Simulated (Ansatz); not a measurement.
Computed with Ansatz 0.2.0, DFT PBE, scalar-relativistic, plane waves, PAW. Settings: cutoff 420 eV, Γ-centred meshes spaced at most about 0.3 Å⁻¹, and about 0.25 Å⁻¹ or finer for metals (2π included), Gaussian smearing. No spin polarisation in the final relaxations.

Temperature and zero-point effects are left out.

Compare these two cells of BaTa₃O₂, each relaxed at this level.

A. Space group R-3m (No. 166), trigonal, a = 5.375 Å, c = 19.240 Å. Around Ba lie 6 O at 3.56 Å and 6 Ta at 3.56 Å; around Ta lie 2 O at 2.13 Å, 4 Ta at 2.69 Å and 2 Ba at 3.56 Å; O has 3 Ta at 2.13 Å and 3 Ba at 3.56 Å.

B. Space group P6/mmm (No. 191), hexagonal, a = 6.879 Å, c = 3.000 Å. Around Ba lie 2 Ba at 3.00 Å and 12 Ta at 3.75 Å; Ta has 2 O at 1.99 Å, 2 Ta at 3.00 Å, 4 Ta at 3.44 Å, 4 O at 3.60 Å and 4 Ba at 3.75 Å; O is surrounded by 3 Ta at 1.99 Å.

Problem. Which would you expect to be lower, and how large is the difference?

Solution. B is lower, by 136 meV/atom. A has space group R-3m (No. 166), 26.7 Å³/atom and no gap on its mesh; B has space group P6/mmm (No. 191), 20.5 Å³/atom and no gap. Counting O atoms around Ba and Ta (those within 1.25 times the shortest such distance or 1.15 times the sum of covalent radii, 1.27 where that leaves under three; the shortest distance is added where it exceeds 1.18 times the sum of covalent radii), A has Ba 6 from 3.6 Å, Ta 2 and B has Ba 12 from 4.2 Å, Ta 2. The denser one is the lower, and pressure would at first widen the difference. Both come from invented guesses. A third cell relaxed alike, in Cmmm, lies 110 meV/atom below the lower of the two.

Spin–orbit coupling, which can matter for Ta, is left out. In R-3m, P6/mmm an odd number of electrons in the primitive cell allows no gap without spin; a larger cell or a magnetic state could open one. Cells relaxed within their symmetry can be saddle points.
